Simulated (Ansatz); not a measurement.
Ansatz input file:

```yaml
crystal:
  lattice:
    - [4.43, 0.0, 0.0]
    - [0.0, 4.43, 0.0]
    - [0.0, 0.0, 8.893]
  atoms:
    - { symbol: Ba, position: [0.5, 0.0, 0.8048] }
    - { symbol: Ba, position: [0.0, 0.5, 0.1952] }
    - { symbol: Ni, position: [0.5, 0.0, 0.4135], spin: 0.39 }
    - { symbol: Ni, position: [0.0, 0.5, 0.5865], spin: 0.39 }
    - { symbol: S, position: [0.0, 0.0, 0.5] }
    - { symbol: S, position: [0.5, 0.5, 0.5] }
    - { symbol: S, position: [0.5, 0.0, 0.1528] }
    - { symbol: S, position: [0.0, 0.5, 0.8472] }
basis:
  ecutwfc: 420
kpoints:
  mp_grid: { grid: [8, 8, 4] }
hamiltonian:
  xc: pbesol
scf:
  occupations: { method: gaussian, width: 0.1 }
output:
  forces: true
  stress: true
  eigenvalues: true
  populations: true
  write_density: true
  write_potential: true
  elf: true
  volumetric_format: npy
magnetization:
  spin_polarized: true
relax:
  adjacent_minimum: "off"
  f_tol: 0.005
  max_steps: 80
  cell: { stress_tol: 0.05 }
```

Command:
```bash
ansatz run input.yaml --threads 2 --pin off --max-ram 5120MiB --backend cpu --events-out ev --progress --plain --runs-dir out
```

Method: DFT PBEsol, scalar-relativistic, plane waves, PAW in Ansatz 0.2.0.

From the run's log, abridged:

```
Pseudopotentials: kind: paw
Pseudopotential: Ba, paw, valence charge 10, recommended cutoff 420 eV (normal)
Pseudopotential: Ni, paw, valence charge 18, recommended cutoff 420 eV (normal)
Pseudopotential: S, paw, valence charge 6, recommended cutoff 420 eV (normal)
Functional definition: PBEsol
Crystal: 8 atoms, lattice volume = 174.524 Å³
Basis set: ecut = 420 eV, 3429 PW (Γ), exchange–correlation on 60×60×120 points (8 copies of the dense FFT grid, shifted against one another)
Bands: 49, of which v1, the nominal top of the filled ones, is band 40 counted from 1 (39 counted from 0)
Symmetry: 16 space group operations
Space group: P4/nmm (ITA 129), of the structure as read, at distance tolerance 5.6e-5 Å
Magnetic group: BNS 129.411 (UNI 1071), of the structure as read, at distance tolerance 5.6e-5 Å
k-points: 45 of 256
Initial density: superposition of atomic densities (chi_scale 0.1, normalization cell, long waves kept (reshape's long-wave potential 0.42 eV rms))
Starting moments: Σ|m| = 0.78 μB on 2 of 8 sites
Initial wavefunctions: pseudopotential atomic-orbital guess
Functional: x = pbesol(κ = 0.804, μ = 0.12345679), c = pbesol(β = 0.046)
SCF iter   1: F=—  HF=-26889.292725 eV  |F-HF|=—  |Δ(HF+E_count)|=         —  Δρ=3.64e-2 (↑3.51e-2 ↓3.64e-2) dr2=4.22e1  dr2_m=1.12e-2  M=0.640 μB ∫|m|=0.830 μB  β_m=0.30  ethr=3.10e-3  ⟨swp⟩=9.6  Hψ=21675  notcnv=0
Mixer restart at iter 1: flushing history
spin=Collinear: Kerker preconditioning applied to the charge; magnetization (m = ρ↑ − ρ↓) channel mixes plain (no charge-response kernel on spin).
SCF iter   2: F=—  HF=-26885.548138 eV  |F-HF|=—  |Δ(HF+E_count)|=    3.74e0  Δρ=2.34e-2 (↑2.20e-2 ↓2.34e-2) dr2=1.77e1  dr2_m=1.19e-2  M=0.640 μB ∫|m|=0.757 μB  β_m=0.37  ethr=3.10e-3  ⟨swp⟩=3.1  Hψ=7913  notcnv=0  defer=273
SCF iter   3: F=—  HF=-26885.954310 eV  |F-HF|=—  |Δ(HF+E_count)|=   4.06e-1  Δρ=1.56e-2 (↑1.56e-2 ↓1.23e-2) dr2=8.17e0  dr2_m=1.26e-2  M=0.603 μB ∫|m|=0.675 μB  β_m=0.37  ethr=3.10e-3  ⟨swp⟩=3.2  Hψ=9920  notcnv=0  defer=275
SCF iter   4: F=—  HF=-26885.294373 eV  |F-HF|=—  |Δ(HF+E_count)|=   6.60e-1  Δρ=8.38e-3 (↑6.54e-3 ↓8.38e-3) dr2=1.69e0  dr2_m=2.53e-2  M=0.505 μB ∫|m|=0.560 μB  β_m=0.37  ethr=3.10e-3  ⟨swp⟩=3.8  Hψ=8359  notcnv=0  defer=260
SCF iter   5: F=—  HF=-26885.010434 eV  |F-HF|=—  |Δ(HF+E_count)|=   2.84e-1  Δρ=7.50e-3 (↑7.50e-3 ↓5.82e-3) dr2=2.59e-1  dr2_m=2.06e-2  M=0.359 μB ∫|m|=0.409 μB  β_m=0.68  ethr=2.11e-3  ⟨swp⟩=4.0  Hψ=8731  notcnv=0  defer=271
SCF iter   6: F=—  HF=-26884.983389 eV  |F-HF|=—  |Δ(HF+E_count)|=         —  Δρ=7.05e-3 (↑7.05e-3 ↓2.16e-3) dr2=9.37e-2  dr2_m=2.98e-2  M=0.140 μB ∫|m|=0.179 μB  β_m=0.68  ethr=3.23e-4  ⟨swp⟩=2.9  Hψ=8767  notcnv=0  defer=267
Mixer restart at iter 6: flushing history
SCF iter   7: F=—  HF=-26884.981873 eV  |F-HF|=—  |Δ(HF+E_count)|=   1.52e-3  Δρ=6.70e-3 (↑1.94e-3 ↓6.70e-3) dr2=8.94e-2  dr2_m=1.06e-2  M=0.101 μB ∫|m|=0.126 μB  β_m=0.66  ethr=1.17e-4  ⟨swp⟩=2.2  Hψ=7757  notcnv=0  defer=267
SCF iter   8: F=—  HF=-26884.985104 eV  |F-HF|=—  |Δ(HF+E_count)|=   3.23e-3  Δρ=5.69e-3 (↑5.69e-3 ↓1.86e-3) dr2=8.28e-2  dr2_m=6.43e-3  M=0.077 μB ∫|m|=0.098 μB  β_m=0.33  ethr=1.12e-4  ⟨swp⟩=2.4  Hψ=9117  notcnv=0  defer=244
SCF iter   9: F=—  HF=-26884.970251 eV  |F-HF|=—  |Δ(HF+E_count)|=   1.49e-2  Δρ=1.57e-3 (↑8.08e-4 ↓1.57e-3) dr2=1.01e-2  dr2_m=1.96e-3  M=0.049 μB ∫|m|=0.062 μB  β_m=0.66  ethr=1.03e-4  ⟨swp⟩=2.0  Hψ=6478  notcnv=0  defer=245
SCF iter  10: F=—  HF=-26884.968841 eV  |F-HF|=—  |Δ(HF+E_count)|=   1.41e-3  Δρ=4.62e-4 (↑2.84e-4 ↓4.62e-4) dr2=1.33e-3  dr2_m=1.58e-5  M=-0.003 μB ∫|m|=0.003 μB  β_m=0.83  ethr=1.27e-5  ⟨swp⟩=2.1  Hψ=8004  notcnv=0  defer=245
SCF iter  11: F=—  HF=-26884.968964 eV  |F-HF|=—  |Δ(HF+E_count)|=   1.23e-4  Δρ=4.09e-4 (↑2.73e-4 ↓4.09e-4) dr2=9.98e-4  dr2_m=7.70e-6  M=-0.003 μB ∫|m|=0.004 μB  β_m=0.92  ethr=1.67e-6  ⟨swp⟩=1.3  Hψ=4463  notcnv=0  defer=245
SCF iter  12: F=—  HF=-26884.968840 eV  |F-HF|=—  |Δ(HF+E_count)|=   1.24e-4  Δρ=1.25e-4 (↑1.25e-4 ↓5.72e-5) dr2=4.60e-5  dr2_m=2.33e-6  M=-0.002 μB ∫|m|=0.003 μB  β_m=0.96  ethr=1.25e-6  ⟨swp⟩=2.0  Hψ=6015  notcnv=0  defer=245
SCF iter  13: F=—  HF=-26884.968878 eV  |F-HF|=—  |Δ(HF+E_count)|=   3.81e-5  Δρ=1.02e-4 (↑1.02e-4 ↓5.16e-5) dr2=3.01e-5  dr2_m=1.20e-6  M=-0.002 μB ∫|m|=0.002 μB  β_m=0.98  ethr=5.75e-8  ⟨swp⟩=2.2  Hψ=6269  notcnv=0  defer=245
SCF iter  14: F=—  HF=-26884.968878 eV  |F-HF|=—  |Δ(HF+E_count)|=   6.35e-9  Δρ=2.14e-5 (↑2.14e-5 ↓6.51e-6) dr2=5.72e-7  dr2_m=2.68e-7  M=-0.001 μB ∫|m|=0.001 μB  β_m=0.99  ethr=3.76e-8  ⟨swp⟩=2.0  Hψ=5990  notcnv=0  defer=245
SCF iter  15: F=—  HF=-26884.968878 eV  |F-HF|=—  |Δ(HF+E_count)|=   4.58e-8  Δρ=3.29e-6 (↑3.29e-6 ↓2.70e-6) dr2=7.15e-8  dr2_m=5.82e-10  M= 0.000 μB ∫|m|=0.000 μB  β_m=0.99  ethr=7.15e-10  ⟨swp⟩=2.1  Hψ=7667  notcnv=0  defer=245
SCF iter  16: F=-26884.968878 eV  HF=-26884.968878 eV  |F-HF|=2.92e-9  |Δ(HF+E_count)|=   2.14e-9  Δρ=7.67e-7 (↑7.67e-7 ↓6.75e-7) dr2=5.01e-9  dr2_m=8.92e-12  M=0.000 μB ∫|m|=0.000 μB  β_m=1.00  ethr=8.93e-11  ⟨swp⟩=18.0  Hψ=38921  notcnv=0
SCF iter  17: F=-26884.968878 eV  HF=-26884.968878 eV  |F-HF|=3.60e-9  |Δ(HF+E_count)|=  3.46e-10  Δρ=8.38e-7 (↑8.38e-7 ↓8.09e-7) dr2=4.27e-9  dr2_m=3.83e-12  M=0.000 μB ∫|m|=0.000 μB  β_m=1.00  ethr=6.27e-12  ⟨swp⟩=5.7  Hψ=24230  notcnv=0
SCF iter  18: F=-26884.968878 eV  HF=-26884.968878 eV  |F-HF|=8.73e-11  |Δ(HF+E_count)|=  3.20e-10  Δρ=1.39e-7 (↑1.39e-7 ↓1.37e-7) dr2=1.03e-10  dr2_m=2.84e-13  M=0.000 μB ∫|m|=0.000 μB  ethr=5.34e-12  ⟨swp⟩=5.0  Hψ=23627  notcnv=0
WARN: the starting moments were not kept: the SCF closed with an absolute magnetisation of 2.0e-6 μB, where they sum to 0.78 μB in size (2 sites). That is at most 0.1 of that sum. Measured as dr2_m measures the in/out step, that magnetisation stands 1.9e-12 eV from none, at or under the dr2_threshold of 1.0e-7 eV: it is no larger than a step whose dr2_m would equal this threshold. The system may hold no moment; this SCF shows only that its start led to no more than that. To try another start: raise the starting moments (crystal.atoms[].spin, magnetization.per_species, magnetization.initial_magnetization, or on a non-collinear deck that types none of these the spinor_matrix: blocks that start ...
SCF 1 converged in 18 iterations: F = -26884.968878 eV  dr2 = 1.03e-10
relax step   1: F+E_penalty+E_count = -26884.96887775 eV  Δ(F+E_penalty+E_count) = +0.000e0 eV  max|allowed force component| = 4.016e-1 eV/Å  Δτ_max = 0.0000 Å  P = -4.126 GPa  Ω = 174.524 Å³  (18 SCF iters, dr2 threshold 1.00e-7 eV, accepted)
Crystal: 8 atoms, lattice volume = 166.666 Å³
Basis set: ecut = 420 eV, 3253 PW (Γ), exchange–correlation on 60×60×120 points (8 copies of the dense FFT grid, shifted against one another)
Initial density: handed on by an earlier stage of this run
Starting moments: Σ|m| = 0.78 μB on 2 of 8 sites; this step starts from the density that it was given
Initial wavefunctions: those handed on with the density
SCF iter   1: F=—  HF=-26885.118162 eV  |F-HF|=—  |Δ(HF+E_count)|=         —  Δρ=3.28e-3 (↑3.28e-3 ↓2.89e-3) dr2=6.03e-2  dr2_m=1.47e-3  M=0.009 μB ∫|m|=0.010 μB  β_m=0.30  ethr=7.28e-5  ⟨swp⟩=2.0  Hψ=22944  notcnv=0
   ...
SCF iter   5: F=—  HF=-26885.118834 eV  |F-HF|=—  |Δ(HF+E_count)|=   6.34e-6  Δρ=2.03e-5 (↑2.03e-5 ↓2.00e-5) dr2=5.50e-6  dr2_m=1.81e-8  M= 0.000 μB ∫|m|=0.000 μB  β_m=0.86  ethr=9.92e-8  ⟨swp⟩=2.0  Hψ=7537  notcnv=0
SCF iter   6: F=—  HF=-26885.118835 eV  |F-HF|=—  |Δ(HF+E_count)|=   1.40e-6  Δρ=1.95e-5 (↑1.95e-5 ↓1.94e-5) dr2=2.65e-6  dr2_m=1.17e-10  M= 0.000 μB ∫|m|=0.000 μB  β_m=0.93  ethr=6.87e-9  ⟨swp⟩=2.5  Hψ=7698  notcnv=0
SCF iter   7: F=—  HF=-26885.118836 eV  |F-HF|=—  |Δ(HF+E_count)|=   7.39e-7  Δρ=3.85e-6 (↑3.85e-6 ↓3.83e-6) dr2=1.22e-7  dr2_m=7.96e-11  M= 0.000 μB ∫|m|=0.000 μB  β_m=0.96  ethr=3.32e-9  ⟨swp⟩=2.0  Hψ=6506  notcnv=0
SCF iter   8: F=-26885.118836 eV  HF=-26885.118836 eV  |F-HF|=2.86e-8  |Δ(HF+E_count)|=   2.56e-8  Δρ=2.20e-6 (↑2.20e-6 ↓2.20e-6) dr2=3.72e-8  dr2_m=7.32e-13  M=0.000 μB ∫|m|=0.000 μB  ethr=1.53e-10  ⟨swp⟩=9.4  Hψ=32178  notcnv=0
the starting moments were not kept: the SCF closed with an absolute magnetisation of 3.8e-7 μB, where they sum to 0.78 μB in size (2 sites). That is at most 0.1 of that sum. Measured as dr2_m measures the in/out step, that magnetisation stands 1.3e-14 eV from none, at or under the dr2_threshold of 3.0e-7 eV: it is no larger than a step whose dr2_m would equal this threshold.
SCF 4 converged in 8 iterations: F = -26885.118836 eV  dr2 = 3.72e-8
relax step   4: F+E_penalty+E_count = -26885.11883566 eV  Δ(F+E_penalty+E_count) = -1.197e-3 eV  max|allowed force component| = 1.043e-2 eV/Å  Δτ_max = 0.0131 Å  P = +0.031 GPa  Ω = 164.754 Å³  energy of the carried Pulay correction = +6.535e-4 eV  (8 SCF iters, dr2 threshold 2.98e-7 eV, accepted)
Crystal: 8 atoms, lattice volume = 164.855 Å³
SCF iter   1: F=—  HF=-26885.118853 eV  |F-HF|=—  |Δ(HF+E_count)|=         —  Δρ=3.66e-5 (↑3.66e-5 ↓3.36e-5) dr2=7.00e-6  dr2_m=5.13e-8  M= 0.000 μB ∫|m|=0.000 μB  β_m=0.65  ethr=9.89e-9  ⟨swp⟩=2.1  Hψ=19276  notcnv=0
spin=Collinear: Kerker preconditioning applied to the charge; magnetization (m = ρ↑ − ρ↓) channel mixes plain (no charge-response kernel on spin).
SCF iter   2: F=—  HF=-26885.118851 eV  |F-HF|=—  |Δ(HF+E_count)|=   2.51e-6  Δρ=2.85e-5 (↑2.54e-5 ↓2.85e-5) dr2=2.85e-6  dr2_m=1.14e-8  M= 0.000 μB ∫|m|=0.000 μB  β_m=0.42  ethr=8.75e-9  ⟨swp⟩=2.0  Hψ=7956  notcnv=0
SCF iter   3: F=—  HF=-26885.118851 eV  |F-HF|=—  |Δ(HF+E_count)|=   2.09e-7  Δρ=1.23e-5 (↑1.23e-5 ↓1.04e-5) dr2=1.08e-6  dr2_m=8.51e-9  M= 0.000 μB ∫|m|=0.000 μB  β_m=0.46  ethr=3.56e-9  ⟨swp⟩=2.0  Hψ=8010  notcnv=0
SCF iter   4: F=—  HF=-26885.118850 eV  |F-HF|=—  |Δ(HF+E_count)|=   1.90e-7  Δρ=4.80e-6 (↑4.45e-6 ↓4.80e-6) dr2=2.33e-7  dr2_m=2.16e-9  M= 0.000 μB ∫|m|=0.000 μB  β_m=0.73  ethr=1.35e-9  ⟨swp⟩=2.5  Hψ=7887  notcnv=0
SCF iter   5: F=—  HF=-26885.118851 eV  |F-HF|=—  |Δ(HF+E_count)|=   8.44e-8  Δρ=2.39e-6 (↑1.81e-6 ↓2.39e-6) dr2=2.92e-8  dr2_m=2.37e-10  M= 0.000 μB ∫|m|=0.000 μB  β_m=0.82  ethr=2.92e-10  ⟨swp⟩=2.0  Hψ=6705  notcnv=0
SCF iter   6: F=—  HF=-26885.118851 eV  |F-HF|=—  |Δ(HF+E_count)|=   2.84e-8  Δρ=9.87e-7 (↑7.09e-7 ↓9.87e-7) dr2=4.69e-9  dr2_m=3.40e-11  M= 0.000 μB ∫|m|=0.000 μB  β_m=0.88  ethr=3.65e-11  ⟨swp⟩=2.0  Hψ=7162  notcnv=0
SCF iter   7: F=-26885.118851 eV  HF=-26885.118851 eV  |F-HF|=4.36e-9  |Δ(HF+E_count)|=   3.04e-9  Δρ=9.03e-7 (↑8.14e-7 ↓9.03e-7) dr2=4.52e-9  dr2_m=3.32e-12  M= 0.000 μB ∫|m|=0.000 μB  ethr=5.86e-12  ⟨swp⟩=7.3  Hψ=27000  notcnv=0
the starting moments were not kept: the SCF closed with an absolute magnetisation of 6.2e-6 μB, where they sum to 0.78 μB in size (2 sites). That is at most 0.1 of that sum. Measured as dr2_m measures the in/out step, that magnetisation stands 3.0e-11 eV from none, at or under the dr2_threshold of 6.8e-9 eV: it is no larger than a step whose dr2_m would equal this threshold.
SCF 5 converged in 7 iterations: F = -26885.118851 eV  dr2 = 4.52e-9
relax step   5: F+E_penalty+E_count = -26885.11885057 eV  Δ(F+E_penalty+E_count) = -1.491e-5 eV  max|allowed force component| = 3.897e-3 eV/Å  Δτ_max = 0.0013 Å  P = -0.003 GPa  Ω = 164.855 Å³  energy of the carried Pulay correction = +6.466e-4 eV  (7 SCF iters, dr2 threshold 6.80e-9 eV, accepted)
Initial wavefunctions: pseudopotential atomic-orbital guess (no wavefunctions were taken with the density)
SCF iter   1: F=—  HF=-26885.118095 eV  |F-HF|=—  |Δ(HF+E_count)|=         —  Δρ=2.87e-5 (↑2.85e-5 ↓2.87e-5) dr2=4.17e-6  dr2_m=1.06e-11  M= 0.000 μB ∫|m|=0.000 μB  β_m=0.65  ethr=9.28e-7  ⟨swp⟩=3.6  Hψ=31628  notcnv=0
spin=Collinear: Kerker preconditioning applied to the charge; magnetization (m = ρ↑ − ρ↓) channel mixes plain (no charge-response kernel on spin).
SCF iter   2: F=—  HF=-26885.118094 eV  |F-HF|=—  |Δ(HF+E_count)|=   1.10e-6  Δρ=1.37e-5 (↑1.37e-5 ↓1.37e-5) dr2=1.14e-6  dr2_m=3.84e-12  M= 0.000 μB ∫|m|=0.000 μB  β_m=0.64  ethr=5.21e-9  ⟨swp⟩=3.3  Hψ=8236  notcnv=0
SCF iter   3: F=—  HF=-26885.118094 eV  |F-HF|=—  |Δ(HF+E_count)|=   2.41e-7  Δρ=1.65e-5 (↑1.65e-5 ↓1.64e-5) dr2=1.02e-6  dr2_m=1.98e-12  M= 0.000 μB ∫|m|=0.000 μB  β_m=0.46  ethr=1.43e-9  ⟨swp⟩=2.0  Hψ=6898  notcnv=0
SCF iter   4: F=—  HF=-26885.118094 eV  |F-HF|=—  |Δ(HF+E_count)|=   1.75e-7  Δρ=7.62e-6 (↑7.62e-6 ↓7.56e-6) dr2=2.36e-7  dr2_m=1.52e-12  M= 0.000 μB ∫|m|=0.000 μB  β_m=0.73  ethr=1.28e-9  ⟨swp⟩=2.0  Hψ=5849  notcnv=0
SCF iter   5: F=—  HF=-26885.118095 eV  |F-HF|=—  |Δ(HF+E_count)|=   6.54e-7  Δρ=4.56e-6 (↑4.56e-6 ↓4.51e-6) dr2=1.15e-7  dr2_m=9.79e-13  M= 0.000 μB ∫|m|=0.000 μB  β_m=0.87  ethr=2.95e-10  ⟨swp⟩=2.0  Hψ=7164  notcnv=0
SCF iter   6: F=—  HF=-26885.118095 eV  |F-HF|=—  |Δ(HF+E_count)|=   2.50e-7  Δρ=3.17e-6 (↑3.17e-6 ↓3.15e-6) dr2=5.99e-8  dr2_m=1.68e-13  M= 0.000 μB ∫|m|=0.000 μB  β_m=0.93  ethr=1.44e-10  ⟨swp⟩=2.0  Hψ=6852  notcnv=0
SCF iter   7: F=—  HF=-26885.118095 eV  |F-HF|=—  |Δ(HF+E_count)|=   4.30e-8  Δρ=1.57e-6 (↑1.57e-6 ↓1.56e-6) dr2=1.53e-8  dr2_m=5.10e-14  M= 0.000 μB ∫|m|=0.000 μB  β_m=0.97  ethr=7.48e-11  ⟨swp⟩=2.0  Hψ=6849  notcnv=0
SCF iter   8: F=—  HF=-26885.118095 eV  |F-HF|=—  |Δ(HF+E_count)|=   1.13e-8  Δρ=2.98e-7 (↑2.98e-7 ↓2.93e-7) dr2=5.78e-10  dr2_m=1.14e-14  M= 0.000 μB ∫|m|=0.000 μB  β_m=0.98  ethr=1.92e-11  ⟨swp⟩=2.0  Hψ=7349  notcnv=0
SCF iter   9: F=—  HF=-26885.118095 eV  |F-HF|=—  |Δ(HF+E_count)|=   1.32e-9  Δρ=1.16e-7 (↑1.16e-7 ↓1.12e-7) dr2=8.64e-11  dr2_m=5.57e-15  M= 0.000 μB ∫|m|=0.000 μB  β_m=0.99  ethr=1.00e-12  ⟨swp⟩=2.0  Hψ=7446  notcnv=0
SCF iter  10: F=—  HF=-26885.118095 eV  |F-HF|=—  |Δ(HF+E_count)|=  8.37e-11  Δρ=2.36e-8 (↑2.36e-8 ↓2.23e-8) dr2=4.15e-12  dr2_m=7.55e-16  M= 0.000 μB ∫|m|=0.000 μB  β_m=1.00  ethr=1.00e-12  ⟨swp⟩=1.9  Hψ=5489  notcnv=0
SCF iter  11: F=-26885.118095 eV  HF=-26885.118095 eV  |F-HF|=3.64e-11  |Δ(HF+E_count)|=  1.09e-11  Δρ=9.74e-8 (↑9.74e-8 ↓9.73e-8) dr2=5.54e-11  dr2_m=7.56e-18  M=0.000 μB ∫|m|=0.000 μB  ethr=1.00e-12  ⟨swp⟩=5.7  Hψ=20689  notcnv=0
the starting moments were not kept: the SCF closed with an absolute magnetisation of 3.3e-9 μB, where they sum to 0.78 μB in size (2 sites). That is at most 0.1 of that sum. Measured as dr2_m measures the in/out step, that magnetisation stands 4.7e-18 eV from none, at or under the dr2_threshold of 8.0e-11 eV: it is no larger than a step whose dr2_m would equal this threshold.
SCF 6 converged in 11 iterations: F = -26885.118095 eV  dr2 = 5.54e-11
SCF converged after 11 iterations
Magnetization: 0.0000 μB (40.0000 up, 40.0000 down)
Absolute magnetization: 0.0000 μB (∫|ρ↑−ρ↓|, with the PAW one-centre terms)
Spin contamination: 0.0000 ħ² per cell (⟨S²⟩ above its minimum at these occupations)
Per-site moments (μB) at R_I (Å): [(0.0, 1.27553059), (0.0, 1.27553059), (0.0, 0.93298304), (0.0, 0.93298304), (0.0, 0.94815022), (0.0, 0.94815022), (0.0, 0.93298304), (0.0, 0.93298304)]
Free energy (F): -26885.118095 eV
Harris-Foulkes:  -26885.118095 eV  (|F-HF|=3.64e-11)
Internal energy: -26885.096178 eV  (E = F + TS)
E sigma→0 (E₀):  -26885.107136 eV
Entropy (-TS):   -0.021917 eV (-2.740 meV/atom)
Fermi energy:    9.836402 eV
--- Per-component energies (eV) ---
  E_band       = -847.254495
  E_kinetic    = 1338.127937
  E_local      = -13783.561735  (includes V_loc(G=0)·N_el)
  E_nonlocal   = 1510.507409
  E_hartree    = 6041.095940
  E_xc         = -891.706466
  E_vxc        = -845.505633  (∫ρ·V_xc dr)
  E_paw        = -15812.181127  (= ΣΔE_a)
  E_vpaw       = -1149.016284  (= ΣTr[D̂ρ^β])
  E_aug_tail   = 0.000878  (compensation charges beyond the density's cutoff)
  E_ewald      = -5288.324255
  E_core_change = 0.945241  (= ΣΔE_core)
  E_smearing   = -0.021917  (= −TS)
--- Forces (eV/Å), atoms counted from 1 ---
  atom   1  Ba     0.00000000     0.00000000    -0.00155060
  atom   2  Ba     0.00000000     0.00000000     0.00155060
  atom   3  Ni     0.00000000     0.00000000    -0.00397855
  atom   4  Ni     0.00000000     0.00000000     0.00397855
  atom   5  S      0.00000000     0.00000000     0.00000000
  atom   6  S      0.00000000     0.00000000     0.00000000
  atom   7  S      0.00000000     0.00000000     0.00195718
  atom   8  S      0.00000000     0.00000000    -0.00195718
--- Stress (GPa, compression-positive) ---
        0.006490       0.000000       0.000000
        0.000000       0.006490       0.000000
        0.000000       0.000000      -0.010149
  P = ⅓ Tr σ = 0.0009 GPa (0.009 kbar)
--- Band table (eV; the first three rows and the last of 90) ---
  k-point 0 ↑: bands = ["-93.1823", "-93.1822", "-53.7748", "-53.7748", "-53.7729", "-53.7729", "-53.6665", "-53.6657", "-16.8314", "-16.8043", "-5.2098", "-2.7494", "-2.5890", "-2.3678", "-2.0693", "-2.0693", "-1.9815", "-1.9815", "-1.7799", "-1.2877", "3.8712", "3.8712", "4.5554", "5.7808", "6.4265", "6.7160", "7.0006", "7.0006", "7.3008", "7.8402", "7.8402", "8.1648", "8.3060", "8.3060", "8.5812", "8.8939", "9.1426", "9.1426", "9.5833", "10.0109", "10.0109", "10.5823", "11.1714", "11.2295", "12.8179", "13.5178", "13.7478", "13.7478", "13.7731"]
  k-point 1 ↑: bands = ["-93.1823", "-93.1822", "-53.7748", "-53.7748", "-53.7729", "-53.7729", "-53.6665", "-53.6657", "-16.8303", "-16.8054", "-5.2122", "-2.8209", "-2.5890", "-2.2092", "-2.0641", "-2.0641", "-1.9869", "-1.9869", "-1.7547", "-1.4150", "3.8732", "3.8732", "4.6659", "5.7793", "6.2573", "6.7075", "7.0054", "7.0054", "7.3009", "7.8572", "7.8572", "8.1647", "8.2113", "8.2113", "8.7504", "8.8940", "9.3037", "9.3037", "9.5670", "9.9366", "9.9366", "10.3036", "11.3147", "11.4225", "12.5153", "13.3452", "13.3452", "13.6924", "14.1672"]
  k-point 2 ↑: bands = ["-93.1823", "-93.1822", "-53.7748", "-53.7748", "-53.7729", "-53.7729", "-53.6665", "-53.6657", "-16.8291", "-16.8066", "-5.2145", "-2.8710", "-2.5890", "-2.0581", "-2.0581", "-2.0230", "-1.9932", "-1.9932", "-1.6898", "-1.6306", "3.8751", "3.8751", "4.7847", "5.7777", "6.1283", "6.6559", "7.0104", "7.0104", "7.3010", "7.8841", "7.8841", "8.1200", "8.1200", "8.1645", "8.8941", "8.9539", "9.5130", "9.5130", "9.5517", "9.7999", "9.7999", "9.9950", "11.5198", "11.9068", "11.9346", "13.1120", "13.1120", "13.8979", "14.0075"]
  k-point 44 ↓: bands = ["-93.1822", "-93.1822", "-53.7752", "-53.7752", "-53.7727", "-53.7727", "-53.6661", "-53.6661", "-16.7627", "-16.7627", "-3.7494", "-3.7494", "-2.5668", "-2.5668", "-2.4955", "-2.4955", "-2.1372", "-2.1372", "-1.6035", "-1.6035", "2.6175", "2.6175", "6.0260", "6.0260", "6.1061", "6.1061", "6.6196", "6.6196", "7.5537", "7.5537", "7.7882", "7.7882", "7.9779", "7.9779", "8.4911", "8.4911", "9.0033", "9.0033", "9.1552", "9.1552", "11.7217", "11.7217", "13.6576", "13.6576", "13.7813", "13.7813", "14.1698", "14.1698", "15.6813"]
--- Relaxed structure (5 steps of the walk, 5 accepted, 1 SCFs on fresh bases) ---
  F+E_penalty+E_count = -26885.11809501 eV   max|allowed force component| = 3.979e-3 eV/Å   (the final SCF, on the basis selected at the relaxed cell)
  cell:  # Å, volume = 164.8553 Å³
    - [4.33750530, 0.0, 0.0]
    - [0.0, 4.33750530, 0.0]
    - [0.0, 0.0, 8.76239536]
  atoms:
    - { symbol: Ba, position: [0.5, 0.0, 0.80013775] }
    - { symbol: Ba, position: [0.0, 0.5, 0.19986224] }
    - { symbol: Ni, position: [0.5, 0.0, 0.41309878] }
    - { symbol: Ni, position: [0.0, 0.5, 0.58690121] }
    - { symbol: S, position: [0.0, 0.0, 0.5] }
    - { symbol: S, position: [0.5, 0.5, 0.5] }
    - { symbol: S, position: [0.5, 0.0, 0.15497563] }
    - { symbol: S, position: [0.0, 0.5, 0.84502436] }
--- Löwdin populations: 8 sites ---
  site symbol q [e]    m [muB]
     0     Ba      8.3625     0.0000
     1     Ba      8.3625     0.0000
     2     Ni     17.4377     0.0000
     3     Ni     17.4377     0.0000
     4      S      6.5052     0.0000
     5      S      6.5052     0.0000
     6      S      7.0686     0.0000
     7      S      7.0686     0.0000
  spilling = 0.015650 (of n_electrons = 80.000000)
```

The relaxation met its thresholds.

The run took 7 min on 2 threads of AMD EPYC 7R43 64-Core Processor (Zen 3) (shared host), peak memory 0.92 GiB.

Spin-orbit coupling is left out, which matters for the bands of heavy elements. Moments started parallel, and an antiferromagnetic order may lie lower.